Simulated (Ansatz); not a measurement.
The cell below belongs to a search over invented structures; it isn't taken from experiment.

Input and command of a plane-wave DFT calculation in Ansatz:

```yaml
crystal:
  lattice:
    - [3.5798717859, 2.0668399392, 4.0360505395]
    - [-3.5798717859, 2.0668399392, 4.0360505395]
    - [0.0, -4.1336798785, 4.0360505395]
  atoms:
    - { symbol: Ge, position: [0.9960704844, 0.4905147098, 0.4905147098] }
    - { symbol: Ge, position: [0.4905147098, 0.4905147098, 0.9960704844] }
    - { symbol: Ge, position: [0.4905147098, 0.9960704844, 0.4905147098] }
    - { symbol: P, position: [0.0205158574, 0.0205158574, 0.0205158574] }
    - { symbol: P, position: [0.2623378512, 0.7701156954, 0.2623378512] }
    - { symbol: P, position: [0.7701156954, 0.2623378512, 0.2623378512] }
    - { symbol: P, position: [0.2623378512, 0.2623378512, 0.7701156954] }
    - { symbol: P, position: [0.7475948409, 0.7475948409, 0.7475948409] }
basis:
  ecutwfc: 420
kpoints:
  mp_grid: { grid: [6, 6, 6] }
hamiltonian:
  xc: pbe
scf:
  occupations: { method: gaussian, width: 0.1 }
output:
  forces: true
  stress: true
  eigenvalues: true
relax:
  adjacent_minimum: "off"
  f_tol: 0.01
  max_steps: 80
  cell: { stress_tol: 0.05 }
```

```bash
ansatz run input.yaml --threads 1 --pin off --max-ram 2560MiB --backend cpu --events-out ev --progress --plain --runs-dir out
```

Processor: Intel(R) Xeon(R) Platinum 8488C (Sapphire Rapids), 1 thread, on a host shared with other jobs.

Q: Estimate time, memory and problem size.

A: About 92 s, peak memory 0.54 GiB. It solves 42 bands at 32 k points (after reduction by symmetry) with about 3499 plane waves (on the last cell), in 30 SCF iterations over 5 ionic steps.
